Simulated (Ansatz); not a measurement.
InGaAs$_{2}$ in space group R3m (No. 160; In on 3a, Ga on 3a, As on 3a, As on 3a) at seven volumes, the program Ansatz at the PBEsol level (PAW), shape and atoms relaxed at each. One row is withheld.

| V (Å³/atom) | P (GPa) |
|---|---|
| 23.125 | 7.09 |
| 23.887 | ? |
| 24.649 | 1.98 |
| 25.412 | 0.00 |
| 26.174 | -1.67 |
| 26.936 | -3.08 |
| 27.699 | -4.26 |

Question: Fit the shown pressures and predict the withheld one.

Answer: P = (3/2)B₀(x^(7/2) − x^(5/2))[1 + (3/4)(B′ − 4)(x − 1)] with x = (V₀/V)^(2/3). Least squares on the six rows gives V₀ = 25.412 Å³/atom, B₀ = 60.4 GPa, B′ = 4.64. At V = 23.887, x = 1.0421 and P = 4.32 GPa. The run itself gave 4.32 GPa.

The workflow started from a Materials Project entry (that database holds measured and hypothetical structures alike); the Crystallography Open Database copy checked does not list it. With In and Ga taken as one species the cell has the higher symmetry F-43m, so it may be an ordered model of a mixed-site phase. Whether it is the stable phase at ambient conditions was not checked. The PBEsol relaxation kept the symmetry of its start; whether a distortion lowers the energy is not shown.

Potentials: the later of the program's two PAW sets.
